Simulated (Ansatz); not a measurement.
# Phases of Ge at 120 GPa

Structure types of Ge are relaxed in primitive cells with their symmetry kept at 120 GPa, first on PAW files, then by LAPW. The enthalpy is E + pV at zero temperature, without zero-point motion. Only the types listed were tried, and differences under about 5 meV/atom are mesh noise. The real phase may be another.

Level of theory: DFT with PBEsol, scalar-relativistic, in Ansatz 0.2.0; Fermi–Dirac smearing of 0.08 eV, no spin polarisation. LAPW: all electrons, basis error target 0.5 meV/atom; PAW: frozen-core files, cutoff 420 eV.

k meshes: bcc 19×19×19, hcp 17×17×9, beta tin 18×18×18, sc 16×16×16, diamond 14×14×14.

The PAW files were made under PBE.

Task: Which type is lowest in enthalpy, and by how much?

Result: hcp, 8 meV/atom below bcc. The whole table:

```
start type             ends as          a, b, c (Å)  V (Å³/atom)  H − H(lowest), LAPW (meV/atom)  same, PAW
       bcc          bcc, Im-3m  2.803, 2.803, 2.803        11.01                             7.8        7.8
       hcp       hcp, P6_3/mmc  2.494, 2.494, 4.071        10.97                             0.0        0.0
  beta tin  beta tin, I4_1/amd  4.361, 4.361, 2.368        11.26                            67.9       69.8
        sc           sc, Pm-3m  2.263, 2.263, 2.263        11.59                           419.7      421.8
   diamond      diamond, Fd-3m  4.752, 4.752, 4.752        13.41                          2026.8     2036.9
```
